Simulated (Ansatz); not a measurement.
**Phonons of TiFe**

The computed numbers are results of PBEsol, scalar-relativistic (collinear spin) in the plane-wave PAW code Ansatz at 420 eV, Gaussian smearing of 0.15 eV. The datasets are Ansatz's generated set soft_2.

```
Ti Fe
1.0
     2.91635    0.00000    0.00000
     0.00000    2.91635    0.00000
     0.00000    0.00000    2.91635
Ti Fe
1 1
Direct
  0.50000 0.50000 0.50000
  0.00000 0.00000 0.00000
```

The chain of runs began from a cell as deposited in COD, expanded in volume.

Moments typed, the run going on from the state of an earlier one (μB, in the order of the atoms): 0.0, 0.05.

The moments died out.

Force constants come from finite displacements in a 2×2×2 supercell (the unit cell's 12×12×12 k-mesh, folded to it); the long-range dipole term is not included. Points in reciprocal vectors of this cell: Γ = (0.000, 0.000, 0.000), X = (0.000, 0.500, 0.000), M = (0.500, 0.500, 0.000), R = (0.500, 0.500, 0.500).

Frequencies at the named points (cm⁻¹, imaginary ones negative):
```tsv
point	ω (cm⁻¹)
Γ	0 0 0 250 250 250
X	155 155 210 210 269 393
M	176 215 241 241 313 313
R	269 269 269 305 305 305
```

Task: Is the structure dynamically stable along this path, and where does the spectrum end?

Result: Yes: no branch is imaginary beyond numerical noise. The highest frequency is 393 cm⁻¹, at X. Points that don't fit the supercell are interpolated.

Task: What does the harmonic approximation give for the vibrational free energy, entropy and heat capacity?

Result: Zero-point energy 44.8 meV/atom.
```tsv
T (K)	F_vib (meV/atom)	S (J/K per mole of atoms)	C_V (J/K per mole of atoms)
100	43.6	4.5	10.3
200	33.4	15.1	19.4
300	13.2	23.6	22.2
400	-14.8	30.1	23.4
500	-48.8	35.4	23.9
600	-87.9	39.8	24.2
700	-131.1	43.5	24.4
800	-178.0	46.8	24.5
900	-228.0	49.7	24.6
1000	-280.9	52.3	24.7
```

The highest mode, 393 cm⁻¹, is worth 570 K. At 300 K the heat capacity has reached 89 % of the classical limit 3R = 24.9 J/K per mole of atoms, since the stiffer modes are still partly frozen out.

The crystal is a metal or nearly so; low and unstable modes depend on mesh and smearing.

Run time: 80 s on 4 threads of Arm Neoverse V2, with other jobs on the host, peak memory 1.9 GiB.
